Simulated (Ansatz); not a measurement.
AgW:
```yaml
crystal:
  lattice:
    - [4.58741, 0.00000, 0.00000]
    - [0.00000, 2.70152, 0.00000]
    - [0.00000, 0.00000, 5.15073]
  atoms:
    - { symbol: W, position: [0.25000, 0.00000, 0.86598] }
    - { symbol: W, position: [0.75000, 0.00000, 0.13402] }
    - { symbol: Ag, position: [0.25000, 0.50000, 0.36152] }
    - { symbol: Ag, position: [0.75000, 0.50000, 0.63848] }
```

Relaxed with PBEsol. Special points in fractions of this cell's reciprocal vectors: Γ (0.000, 0.000, 0.000); X (0.500, 0.000, 0.000); S (0.500, 0.500, 0.000); Y (0.000, 0.500, 0.000); Z (0.000, 0.000, 0.500); U (0.500, 0.000, 0.500); R (0.500, 0.500, 0.500); T (0.000, 0.500, 0.500).

Question: List the band energies nearest the Fermi level at these points for plane-wave PAW PBEsol (Ansatz code).

Answer: In eV from the Fermi level; about four levels below and three above (degenerate sets whole), none deeper than 8.9 eV; points with the same levels are listed once.

```csv
k,below,above
Γ,-2.52 -2.17 -1.83 -0.16,1.13 1.75 2.44
X,-1.87 -1.87 -0.02 -0.02,2.02 2.02 2.45 2.45
S,-1.26 -1.26 -0.88 -0.88,3.02 3.02 3.79 3.79
Y,-2.53 -1.82 -1.64 -0.52,0.14 0.55 1.23
Z,-3.06 -2.63 -2.05 -1.78,0.77 1.71 2.27
U,-2.25 -2.25 -1.04 -1.04,1.68 1.68 3.11 3.11
R,-1.23 -1.23 -0.72 -0.72,0.65 0.65 1.79 1.79
T,-1.45 -1.32 -0.72 -0.55,1.00 1.46 2.48
```

Space group Pmma. The start of the workflow was typed in or built on a structure type; neither database checked (COD, Materials Project) lists it. Whether it is the stable phase at ambient conditions was not checked. The cell was relaxed with PBEsol under the symmetry of its start. At this level the phase is dynamically unstable (imaginary phonons). The run is not spin-polarised. Its formation energy is positive at this level, so the cell may be metastable or incomplete. Spin–orbit coupling is left out wherever it is not named.

Potentials: the later of the program's two PAW sets.
